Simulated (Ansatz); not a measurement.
Values for one crystal, relaxed and computed with PBEsol in the plane-wave PAW code Ansatz; other levels are named.

| Property | Value |
|---|---|
| Volume per atom | 15.42 Å³ |
| Electronic character | metallic (no gap) |
| Young's modulus | 202 GPa |
| Zone-centre stability | no imaginary mode at Γ |
| Gap with spin–orbit coupling | none (metallic) |
| Elastic constants (relaxed ions, GPa) | C11 = 298, C22 = 364, C33 = 381, C12 = 162, C13 = 284, C23 = 154, C44 = 75.9, C55 = 98.5, C66 = 107 |
| Highest zone-centre frequency | 241 cm^-1 |

Task: Which of these materials gives this?
A) TaRu, rock salt
B) NbRu, Cmmm (Nb on 2a, Ru on 2c)
C) GaBi, rock salt
D) KAu5, P6/mmm (Au on 3g, Au on 2c, K on 1a)

Result: B, NbRu, Cmmm (Nb on 2a, Ru on 2c)

The workflow started from a Materials Project entry (that database holds measured and hypothetical structures alike); the Crystallography Open Database copy checked does not list it. COD files the formula under space group No. 123, 221. With Nb and Ru taken as one species the cell has the higher symmetry I4/mmm, so it may be an ordered model of a mixed-site phase. Whether it is the stable phase at ambient conditions was not checked. The cell was relaxed with PBEsol under the symmetry of its start. The run is not spin-polarised. As this level gives no gap, shear constants depend on the k-mesh and smearing (Fermi–Dirac, 0.1 eV here). As this level gives no gap, phonon frequencies hold no LO–TO term and depend on the k-mesh and smearing (Fermi–Dirac, 0.1 eV here). On the denser mesh and wider smearing of the elastic run this cell carries a stress of 0.7 GPa. Spin–orbit coupling is left out wherever it is not named.

Potentials: the later of the program's two PAW sets.
